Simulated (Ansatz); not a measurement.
A plane-wave DFT run in Ansatz 0.2.0 (scalar-relativistic PAW potentials unless the input names others): input and command.

```yaml
crystal:
  lattice:
    - [9.2, 0.0, 0.0]
    - [0.0, 9.2, 0.0]
    - [0.0, 0.0, 7.4]
  atoms:
    - { symbol: P, position: [0.5, 0.5, 0.0], spin: 3.2 }
    - { symbol: P, position: [0.0, 0.0, 0.0], spin: 3.2 }
    - { symbol: P, position: [0.0, 0.5, 0.625], spin: 3.2 }
    - { symbol: P, position: [0.5, 0.0, 0.375], spin: 3.2 }
basis:
  ecutwfc: 420
kpoints:
  mp_grid: { grid: [4, 4, 4] }
hamiltonian:
  xc: pbesol
scf:
  occupations: { method: gaussian, width: 0.05 }
  convergence: { dr2_threshold: 1.0e-05 }
output:
  forces: true
  eigenvalues: true
  stress: true
magnetization:
  spin_polarized: true
```

```bash
ansatz run input.yaml --threads 2 --pin off --max-ram 5120MiB --backend cpu --events-out ev --progress --plain --runs-dir out
```

Abridged log:
```
Warning: scf.convergence.dr2_threshold = 1e-5 eV is looser than this run's default, which is 1e-7 eV or tighter. The error in the forces grows as the threshold's square root, so leave the key out unless less accurate forces are enough
Warning: output.stress: scf.convergence.dr2_threshold = 1e-5 eV is looser than the 4e-10 eV advised for a printed stress (1e-10 eV for each atom of the cell: 4). ...
Basis set: ecut = 420 eV, 12277 PW (Γ), exchange–correlation on 128×128×100 points (8 copies of the dense FFT grid, shifted against one another)
Bands: 21, of which v1, the nominal top of the filled ones, is band 10 counted from 1 (9 counted from 0)
Symmetry: 16 space group operations
k-points: 18 of 64
SCF iter   1: F=—  HF=-2944.347849 eV  |F-HF|=—  |Δ(HF+E_count)|=         —  Δρ=6.32e-3 (↑3.83e-3 ↓6.32e-3) dr2=1.00e-1  dr2_m=1.47e-1  M=12.000 μB ∫|m|=12.000 μB  β_m=0.30  ethr=4.92e-4  ⟨swp⟩=1.1  Hψ=4767  notcnv=0
spin=Collinear: Resta preconditioning applied to the charge; magnetization (m = ρ↑ − ρ↓) channel mixes plain (no charge-response kernel on spin).
SCF iter   2: F=—  HF=-2944.431510 eV  |F-HF|=—  |Δ(HF+E_count)|=   8.37e-2  Δρ=4.48e-3 (↑3.22e-3 ↓4.48e-3) dr2=3.11e-2  dr2_m=8.47e-2  M=12.000 μB ∫|m|=12.000 μB  β_m=0.30  ethr=4.92e-4  ⟨swp⟩=2.3  Hψ=1341  notcnv=0
spin-set hold released at iteration 2 (site moments show no strong build): the magnetisation degrees of freedom join the quasi-Newton model from the next iteration; the mixer history was kept
SCF iter   3: F=—  HF=-2944.483487 eV  |F-HF|=—  |Δ(HF+E_count)|=   5.20e-2  Δρ=3.05e-3 (↑3.05e-3 ↓2.97e-3) dr2=1.05e-3  dr2_m=5.19e-2  M=12.000 μB ∫|m|=12.000 μB  β_m=0.11  ethr=1.55e-4  ⟨swp⟩=2.0  Hψ=1438  notcnv=0
SCF iter   4: F=—  HF=-2944.523243 eV  |F-HF|=—  |Δ(HF+E_count)|=   3.98e-2  Δρ=2.17e-3 (↑2.17e-3 ↓1.93e-3) dr2=1.56e-3  dr2_m=2.38e-2  M=12.000 μB ∫|m|=12.000 μB  β_m=0.56  ethr=5.25e-6  ⟨swp⟩=2.5  Hψ=1494  notcnv=0
SCF iter   5: F=—  HF=-2944.559171 eV  |F-HF|=—  |Δ(HF+E_count)|=   3.59e-2  Δρ=2.92e-4 (↑2.92e-4 ↓6.17e-5) dr2=8.73e-4  dr2_m=1.16e-4  M=12.000 μB ∫|m|=12.000 μB  β_m=0.78  ethr=5.25e-6  ⟨swp⟩=2.5  Hψ=1707  notcnv=0
SCF iter   6: F=—  HF=-2944.559889 eV  |F-HF|=—  |Δ(HF+E_count)|=   7.18e-4  Δρ=1.73e-5 (↑1.73e-5 ↓9.22e-6) dr2=9.81e-6  dr2_m=3.02e-7  M=12.000 μB ∫|m|=12.000 μB  β_m=0.89  ethr=4.36e-6  ⟨swp⟩=2.0  Hψ=1440  notcnv=0
SCF iter   7: F=-2944.559919 eV  HF=-2944.559915 eV  |F-HF|=3.70e-6  |Δ(HF+E_count)|=   2.64e-5  Δρ=6.63e-6 (↑6.63e-6 ↓2.25e-6) dr2=7.18e-7  dr2_m=4.10e-8  M=12.000 μB ∫|m|=12.000 μB  β_m=0.95  ethr=4.90e-8  ⟨swp⟩=9.8  Hψ=4358  notcnv=0
SCF iter   8: F=-2944.559919 eV  HF=-2944.559919 eV  |F-HF|=4.88e-8  |Δ(HF+E_count)|=   3.97e-6  Δρ=7.42e-7 (↑7.42e-7 ↓1.69e-7) dr2=5.39e-9  dr2_m=8.11e-10  M=12.000 μB ∫|m|=12.000 μB  ethr=3.59e-9  ⟨swp⟩=3.0  Hψ=2893  notcnv=0
SCF 1 converged in 8 iterations: F = -2944.559919 eV  dr2 = 5.39e-9
SCF converged after 8 iterations
an eigenvalue changed by more than its tolerance at an iteration that met the thresholds in force, so the SCF went on 1 time: the last check found none over its tolerance
Magnetization: 12.0000 μB (16.0000 up, 4.0000 down)
Absolute magnetization: 12.0002 μB (∫|ρ↑−ρ↓|, with the PAW one-centre terms)
Spin contamination: 0.0016 ħ² per cell (⟨S²⟩ above its minimum at these occupations)
Per-site moments (μB) at R_I (Å): [(2.90656167, 2.21603603), (2.90656167, 2.21603603), (2.90644920, 2.21603603), (2.90644920, 2.21603603)]
Free energy (F): -2944.559919 eV
Harris-Foulkes:  -2944.559919 eV  (|F-HF|=4.88e-8)
Internal energy: -2944.559919 eV  (E = F + TS)
E sigma→0 (E₀):  -2944.559919 eV
Fermi energy:    -3.544997 eV
--- Forces (eV/Å), atoms counted from 1 ---
  atom   1  P      0.00000000     0.00000000     0.00000000
  atom   2  P      0.00000000     0.00000000     0.00000000
  atom   3  P      0.00000000     0.00000000    -0.00218695
  atom   4  P      0.00000000     0.00000000     0.00218695
--- Stress (GPa, compression-positive) ---
        0.000778       0.000000       0.000000
        0.000000       0.000778       0.000000
        0.000000       0.000000      -0.000610
  P = ⅓ Tr σ = 0.0003 GPa (0.003 kbar)
```

Apart from outputs and empty bands, the input differs from a reference run on usual settings in scf.convergence.dr2_threshold: not typed → 1e-05. The reference, at the same geometry, gave pressure 0.00 GPa, largest force 0.002 eV/Å, gap on the mesh 2.16 eV. This run converged in 8 SCF iterations (reference: 9) with an energy at zero smearing within 0.01 meV/atom of the reference's, pressure 0.00 GPa, largest force 0.002 eV/Å, gap on the mesh 2.16 eV.

The SCF went on to a residual of 5.4e-09 eV, far under the typed threshold, which therefore didn't bind.

Time: 33 s on 2 threads of Intel(R) Xeon(R) Processor @ 2.70GHz, on a shared host, peak memory 0.95 GiB.